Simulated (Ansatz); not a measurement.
Interlayer sliding in a free bilayer taken from bulk MoS₂ (3R-MoS2 type, space group R3m): the upper half of the atoms below is shifted in the plane.

```yaml
crystal:
  lattice:
    - [3.17540, 0.00000, 0.00000]
    - [1.58770, 2.74997, 0.00000]
    - [0.00000, 0.00000, 24.30467]
  atoms:
    - { symbol: S, position: [0.49998, 0.49998, 0.30858] }
    - { symbol: Mo, position: [0.83331, 0.83331, 0.37257] }
    - { symbol: S, position: [0.49998, 0.49998, 0.43651] }
    - { symbol: S, position: [0.16665, 0.16665, 0.56349] }
    - { symbol: Mo, position: [0.49998, 0.49998, 0.62747] }
    - { symbol: S, position: [0.16665, 0.16665, 0.69142] }
```

In-plane vectors a = (3.175, 0.000) Å, b = (1.588, 2.750) Å, area 8.73 Å². The shift is s times the vector a (length 3.175 Å), so s = 1 restores the start. Atoms relax along the normal only. γ = [E(shift) − E(0)] / area.

All values below come from r2SCAN+rVV10 (plane waves to 500 eV, PAW, scalar-relativistic; Ansatz, a quantum-chemistry and plane-wave program). k mesh 12×12×1 (Γ-centred), Fermi-Dirac smearing 0.05 eV. Energies are extrapolated to zero smearing. MoS2 is run without spin polarisation. MoS2 was relaxed with its symmetry unable to fall. The PAW data are Ansatz's earlier set. This is one of several known forms of MoS2; the measured ambient cells at hand have space group No. 194. The zero of γ is zero shift.

| s | γ (mJ/m²) |
|---|---|
| 0.000 | 0 |
| 0.083 | 9 |
| 0.167 | 27 |
| 0.250 | 49 |
| 0.333 | 66 |
| 0.417 | withheld |
| 0.500 | 80 |
| 0.583 | withheld |
| 0.667 | 66 |
| 0.750 | 49 |
| 0.833 | 27 |
| 0.917 | 9 |

Q: Fit a Fourier form (three harmonics of 1 − cos and sin) to the given rows and predict γ at s = 0.583.

A: Least squares on the 10 given rows: γ = (39.5)·[1 − cos(2πs)] + (4.4)·[1 − cos(4πs)] + (0.5)·[1 − cos(6πs)], in mJ/m²; root-mean-square residual 0.5 mJ/m². At 0.583 the fit gives 76 mJ/m²; the calculation gives 76 mJ/m², the same to the digits shown. 

(The slope of γ gives the shear force per area between the displaced halves; near zero shift its curvature is an elastic stiffness.)
